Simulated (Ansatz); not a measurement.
MnBr$_{2}$:
```xyz
3
Lattice="3.8494 0.0000 0.0000 -1.9247 3.3337 0.0000 0.0000 0.0000 32.0000" Properties=species:S:1:pos:R:3 pbc="T T F"
Br     1.9247     1.1112    17.5136
Mn     0.0000     0.0000    16.0000
Br     0.0000     2.2225    14.4864
```
The run is spin-polarised; directions of the spins, atom by atom: 0 ↑ 0.
The layer is periodic in x and y and isolated along z.

Relaxed with r²SCAN+D4.

Question: All from plane-wave PAW r²SCAN+D4 (Ansatz code), unless another level is named. Give the band gap.

Answer: 2.63 eV (indirect).

Question: What about the electron effective mass, in the valley at M?

Answer: 0.63 along x, 3.4 along y (mₑ).

Question: And the hole effective mass, in the valley at Γ?

Answer: band 1: 2.6 mₑ; band 2: 0.44 mₑ.

Space group P-3m1 (1T). The layer was cut from a bulk entry of the Materials Project (measured or hypothetical); whether that bulk phase is the ambient one, and whether the layer has been isolated, was not checked. The r²SCAN+D4 relaxation kept the symmetry of its start; whether a distortion lowers the energy is not shown. Spin order of the final state: ferromagnetic, chosen from 3 collinear starts compared on coarse meshes (ties went to the first, and starts can fall back to one state), not a proven ground state. Other orbital occupations within this spin state were not tried. No Hubbard U is applied. Scalar-relativistic: spin–orbit coupling is off unless named, which matters more the heavier the elements.

Potentials: the later of the program's two PAW sets.
